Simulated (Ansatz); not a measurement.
Cs2NaScCl6 (Fm-3m), frozen normal mode

The calculation used DFT PBEsol, scalar-relativistic, plane waves, PAW in Ansatz. The runs took a 420 eV cutoff, a Γ-centred 4×4×4 mesh and Gaussian smearing (0.05 eV). No spin polarisation. Energies are free energies at this smearing, counted from the undisturbed cell; pressure is positive in compression.

The undisturbed cell (relaxed at this level; it needn't be the usual structure):

```
Cs Na Sc Cl
1.0
     0.00000    5.21052    5.21052
     5.21052    0.00000    5.21052
     5.21052    5.21052    0.00000
Cs Na Sc Cl
2 1 1 6
Direct
  0.75000 0.75000 0.75000
  0.25000 0.25000 0.25000
  0.50000 0.50000 0.50000
  0.00000 0.00000 0.00000
  0.76290 0.23710 0.23710
  0.23710 0.23710 0.76290
  0.23710 0.76290 0.76290
  0.23710 0.76290 0.23710
  0.76290 0.23710 0.76290
  0.76290 0.76290 0.23710
```

A zone-centre mode of this cell is frozen in: each atom moves by x times its row below, so x is the largest displacement.
```
atom ux uy uz
 Cs1   0.000  0.000   0.000
 Cs2   0.000  0.000   0.000
 Na3   0.000  0.000   0.000
 Sc4   0.000  0.000   0.000
 Cl5   0.000  0.000  -1.000
 Cl6   1.000  0.000   0.000
 Cl7   0.000  0.000   1.000
 Cl8   0.000  0.000   0.000
 Cl9   0.000  0.000   0.000
Cl10  -1.000  0.000   0.000
```

```
  x (Å)  ΔE (meV/cell)
-0.4000           84.5
-0.2000           14.3
 0.0000            0.0
 0.0500            0.8
 0.1000            3.1
 0.1500            7.5
 0.2500           24.5
 0.3000           38.7
 0.3500           58.3
```

Problem. Predict the force along the mode (eV/Å) at each point.

Solution.
```
  x (Å) force along the mode (eV/Å)
-0.4000                         0.60
-0.2000                         0.17
 0.0000                         0.00
 0.0500                        -0.03
 0.1000                        -0.07
 0.1500                        -0.11
 0.2500                        -0.24
 0.3000                        -0.33
 0.3500                        -0.45
```

Cost: 9 runs of about 1.7 core-minutes in all, on Intel Xeon Platinum 8488C (Sapphire Rapids) (shared hosts).